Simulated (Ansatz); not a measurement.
# Moving the choice of potentials or basis in Hf2Pd2Se2Br2O3

```
CELL_PARAMETERS angstrom
5.76069 0.00496 -0.00286
-0.52750 5.84664 0.03413
-1.48435 -0.92642 6.64586
ATOMIC_POSITIONS crystal
Hf 0.74540 0.39602 0.34989
Hf 0.28763 0.45322 0.59401
Pd 0.90854 0.13294 0.84849
Pd 0.25249 0.90323 0.35874
Se 0.63469 0.40355 0.93716
Se 0.62597 0.78174 0.53023
Br 0.85273 0.99089 0.15355
Br 0.22526 0.82084 0.86223
O 0.96040 0.28925 0.59026
O 0.43233 0.24524 0.40864
O 0.07457 0.58308 0.36682
```

The cell comes from a database or a generator and needn't be the stable form of this composition.

Kept alike: task single point; functional PBE; k mesh 5 × 5 × 4; occupations fermi-dirac, width 0.05 eV; no spin polarisation. Program: Ansatz. Cutoffs run from 900 to 1380 eV. The mesh is that of the run's cell of 11 atoms. No spin-orbit coupling.

```csv
choice of potentials or basis,pressure (GPa)
Ansatz NC,0.02
Ansatz PAW (files of its older set among them),0.03
JTH PAW,-0.50
PseudoDojo standard (PBE files),-0.42
SPMS NC,-0.27
```

Pressure is positive in compression, with a Pulay correction for the finite cutoff.

Problem. What does the choice of potentials or basis change here?

Solution. The pressure runs from -0.50 (JTH PAW) to 0.03 GPa (Ansatz PAW (files of its older set among them)).
